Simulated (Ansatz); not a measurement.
Given:

ZrRh:
```cif
data_RhZr
_chemical_formula_sum 'Rh1 Zr1'
_space_group_name_H-M_alt 'P 1'
_space_group_IT_number 1
_cell_length_a 3.25393
_cell_length_b 3.25393
_cell_length_c 3.25393
_cell_angle_alpha 90.000
_cell_angle_beta 90.000
_cell_angle_gamma 90.000
loop_
_space_group_symop_operation_xyz
  'x, y, z'
loop_
_atom_site_label
_atom_site_type_symbol
_atom_site_fract_x
_atom_site_fract_y
_atom_site_fract_z
_atom_site_occupancy
Rh1 Rh 0.00000 0.00000 0.00000 1
Zr1 Zr 0.50000 0.50000 0.50000 1
```

This is the PBEsol-relaxed structure.

Q: All from DFT-PBEsol in the program Ansatz with PAW potentials, unless another level is named. Predict the Young's modulus.

A: 74.2 GPa.

Q: Next, the elastic constants (relaxed ions, GPa)?

A: C11 = 195, C12 = 173, C44 = 45.7.

Space group Pm-3m (CsCl type). The workflow started from an entry of the Crystallography Open Database (COD), which files this formula under 2 space groups. Its standing as an ambient phase is unchecked. Symmetry was held in the PBEsol relaxation; whether a distortion lowers the energy is not shown. No spin polarisation was allowed. As this level gives no gap, shear constants depend on the k-mesh and smearing (Fermi–Dirac, 0.1 eV here).

Potentials: the later of the program's two PAW sets.
